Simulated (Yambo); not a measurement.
BN (space group P6_3/mmc, No. 194), G0W0@LDA in Yambo; all else as in the reference (6×6×2 Γ-centred k mesh, 94 bands and a 10 Ry block in the screening, 94 bands in G with the Bruneval-Gonze terminator, plasmon pole fitted at 27.2 eV). One parameter is varied: the cutoff of the exchange sum, over 5, 10, 20, 40, 84 Ry.

Task: From which value on does the gap H → Γ stay within 0.05 eV of the largest setting?

Result: From 40 Ry on.
```csv
cutoff of the exchange sum (Ry),G0W0 gap (eV),valence shift (eV)
5,4.76,0.51
10,5.37,-0.38
20,5.71,-0.79
40,5.82,-0.91
84,5.84,-0.93
```
The last step of the sweep still moves the gap by 16 meV; the other settings are held fixed.

Geometry of the Materials Project entry, not relaxed at this level; primitive cell a = b = 2.512 Å, c = 7.707 Å, α = β = 90.00°, γ = 120.00°.

A shift is the quasiparticle energy of the state minus its LDA energy.

The distance between layers or molecules is the database entry's, not relaxed here. Functionals without dispersion can leave it too large, which widens gaps and weakens the response across layers: the numbers belong to this cell.
